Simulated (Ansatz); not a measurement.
WO₃:
```yaml
crystal:
  lattice:
    - [5.31618, 0.00000, 0.00000]
    - [0.00000, 5.27500, 0.00000]
    - [-0.09616, 0.00000, 7.73878]
  atoms:
    - { symbol: W, position: [0.74693, 0.26891, 0.71848] }
    - { symbol: W, position: [0.25307, 0.73109, 0.28152] }
    - { symbol: W, position: [0.25307, 0.76891, 0.78152] }
    - { symbol: W, position: [0.74693, 0.23109, 0.21848] }
    - { symbol: O, position: [0.46966, 0.02657, 0.22799] }
    - { symbol: O, position: [0.53034, 0.97343, 0.77201] }
    - { symbol: O, position: [0.53034, 0.52657, 0.27201] }
    - { symbol: O, position: [0.46966, 0.47343, 0.72799] }
    - { symbol: O, position: [0.25124, 0.70815, 0.00609] }
    - { symbol: O, position: [0.74876, 0.29185, 0.99391] }
    - { symbol: O, position: [0.74876, 0.20815, 0.49391] }
    - { symbol: O, position: [0.25124, 0.79185, 0.50609] }
    - { symbol: O, position: [0.02309, 0.02500, 0.77185] }
    - { symbol: O, position: [0.97691, 0.97500, 0.22815] }
    - { symbol: O, position: [0.97691, 0.52500, 0.72815] }
    - { symbol: O, position: [0.02309, 0.47500, 0.27185] }
```

Relaxed with PBEsol.

Task: Give the Bader charges and basin volumes of the independent atoms, PBEsol (plane waves, PAW; program Ansatz).

Result: 

| atom | Bader charge (e) | Bader volume (Å³) |
|---|---|---|
| W1 | +3.03 | 9.3 |
| O5 | -1.03 | 14.4 |
| O9 | -0.98 | 14.8 |
| O13 | -1.02 | 14.4 |

Space group P2_1/c. The first step of the workflow began from a Materials Project structure, measured or hypothetical; the Crystallography Open Database files this formula in space group No. 14, but the cells were not matched. Whether it is the stable phase at ambient conditions was not checked. The cell was relaxed with PBEsol under the symmetry of its start; whether a distortion lowers the energy is not shown. No spin polarisation was allowed. No Hubbard U is applied. Scalar-relativistic: spin–orbit coupling is off unless named, which matters more the heavier the elements.

Potentials: the later of the program's two PAW sets.
